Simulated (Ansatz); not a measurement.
SnO (zinc blende, space group No. 216), PBE (plane waves, PAW; program Ansatz), all energies at zero smearing, with the estimated change up to a 700 eV cutoff added, with one set of potentials and settings (totals compare only within such a set). Cell of 2 atoms (1 O, 1 Sn): -6590.791 eV.

```csv
element,reference phase,E (eV/atom)
O,"C2/m, 4 atoms in the cell, spin-polarised",-565.0000
Sn,"Fd-3m, 2 atoms in the cell",-6024.2128
```

Formation energy per atom, worked out: (-6590.791 − 1×(-565.0000) − 1×(-6024.2128))/2 = -0.789 eV/atom (-76 kJ per mol of atoms), at 0 K, without zero-point energy or fitted corrections.

Space group F-43m (zinc blende). A made-up cell: these elements were put on the sites of a structure type; neither database checked (COD, Materials Project) lists it. It is not the phase usual at ambient conditions (space group No. 129). The cell was relaxed with PBE under the symmetry of its start; whether a distortion lowers the energy is not shown. The references are the lowest solids computed at this level, not always the standard phases (solids in place of the gases). Spin–orbit coupling is left out wherever it is not named.

Potentials: the later of the program's two PAW sets.
